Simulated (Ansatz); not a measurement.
The cell is COD entry 1539203, as deposited and not checked against the literature; nothing was relaxed. The listed cell was then made from it by scaling, straining or moving an atom.

An input for Sb: DFT, PBEsol, all-electron LAPW, scalar-relativistic (Ansatz 0.2.0).

Command: `ansatz run input.yaml --threads 1 --pin off --max-ram 3072MiB --backend cpu --events-out ev --progress --plain --runs-dir out` The run took 19 s on 1 thread of Arm Neoverse V2 (shared host), peak memory 0.36 GiB.

```yaml
crystal:
  lattice:
    - [3.3690001795, 0.0, 0.0]
    - [-1.6845000898, 2.9176397408, 0.0]
    - [0.0, 0.0, 5.4899]
  atoms:
    - { symbol: Sb, position: [0.3333333333, 0.6666666667, 0.25] }
    - { symbol: Sb, position: [0.6666666667, 0.3333333333, 0.75] }
kpoints:
  mp_grid: { grid: [12, 12, 7] }
  band_path:
    path:
      - [0.0, 0.0, 0.0]
      - [0.5, 0.0, 0.0]
      - [0.3333333333, 0.3333333333, 0.0]
      - [0.0, 0.0, 0.0]
      - [0.0, 0.0, 0.5]
      - [0.5, 0.0, 0.5]
      - [0.3333333333, 0.3333333333, 0.5]
      - [0.0, 0.0, 0.5]
      - [0.5, 0.0, 0.5]
    npoints: 5
scf:
  occupations: { method: fermi_dirac, width: 0.05 }
hamiltonian:
  xc: pbesol
  pseudopotentials: { kind: all_electron, lapw: { basis_error: 0.0005 } }
output:
  forces: true
  stress: true
  eigenvalues: true
```

Set-up and iterations as logged by Ansatz (the results part is left out, to be predicted):

```
LAPW: plane waves up to 6.653 Å⁻¹, error target 5.0e-4 eV per atom; small_component_spin mean_spin; Sb in spheres of 1.682 Å, 23 of its electrons in bands, Dirac shells []
Engine: ansatz 0.2.0
Pseudopotentials: kind: all_electron
Pseudopotential: Sb, LAPW, valence charge 23, Koelling and Harmon's equation, gaussian nucleus
Functional definition: PBEsol
  exchange = pbesol_x
  correlation = pbesol_c
Crystal: 2 atoms, lattice volume = 53.963 Å³
Basis set: ecut = 168.6156704907036 eV, 287 PW (Γ), exchange–correlation at level 2
Bands: 28, of which v1, the nominal top of the filled ones, is band 23 counted from 1 (22 counted from 0)
Symmetry: 24 space group operations
Space group: P63/mmc (ITA 194), of the structure as read, at distance tolerance 3.8e-5 Å
k-points: 76 of 1008
Non-local potential: Sb, projectors of the file, none
Initial density: superposition of atomic densities (chi_scale 0.1, normalization cell)
Initial wavefunctions: plane waves of lowest kinetic energy (no species holds an atomic orbital)
Functional: x = pbesol(κ = 0.804, μ = 0.12345679012345678), c = pbesol(β = 0.046)
iter 1 solved again at ethr=1.45e-5 eV; its pass at ethr=1.00e-1 eV (dr2=6.67e-3 eV) is discarded
SCF iter   1: F=—  HF=-352583.180564 eV  |F-HF|=—  |Δ(HF+E_count)|=         —  Δρ=4.49e-3  dr2=6.78e-3  ethr=1.45e-5  ⟨swp⟩=3.8  Hψ=15143  notcnv=0
SCF iter   2: F=—  HF=-352583.161192 eV  |F-HF|=—  |Δ(HF+E_count)|=   1.94e-2  Δρ=2.62e-3  dr2=2.81e-3  ethr=1.45e-5  ⟨swp⟩=2.0  Hψ=6329  notcnv=0
SCF iter   3: F=—  HF=-352583.159262 eV  |F-HF|=—  |Δ(HF+E_count)|=   1.93e-3  Δρ=1.24e-3  dr2=8.28e-4  ethr=6.11e-6  ⟨swp⟩=2.0  Hψ=6326  notcnv=0
SCF iter   4: F=—  HF=-352583.159190 eV  |F-HF|=—  |Δ(HF+E_count)|=   7.26e-5  Δρ=6.46e-4  dr2=2.69e-4  ethr=1.80e-6  ⟨swp⟩=2.0  Hψ=6327  notcnv=0
iter 5 solved again at ethr=2.24e-8 eV; its pass at ethr=5.86e-7 eV (dr2=1.03e-5 eV) is discarded
SCF iter   5: F=—  HF=-352583.159242 eV  |F-HF|=—  |Δ(HF+E_count)|=   5.25e-5  Δρ=1.21e-4  dr2=1.03e-5  ethr=2.24e-8  ⟨swp⟩=2.0  Hψ=10676  notcnv=0
SCF iter   6: F=—  HF=-352583.159243 eV  |F-HF|=—  |Δ(HF+E_count)|=   3.71e-7  Δρ=3.82e-5  dr2=7.97e-7  ethr=2.23e-8  ⟨swp⟩=2.0  Hψ=6326  notcnv=0
SCF iter   7: F=-352583.159243 eV  HF=-352583.159243 eV  |F-HF|=1.57e-9  |Δ(HF+E_count)|=   9.14e-8  Δρ=9.75e-6  dr2=7.26e-8  ethr=1.73e-9  ⟨swp⟩=2.0  Hψ=6326  notcnv=0
```

**Question.** What pressure will this run report?

**Answer.** -1.99 GPa (positive in compression).

**Question.** Is there a band gap?

**Answer.** none: bands cross the Fermi level, a metal.
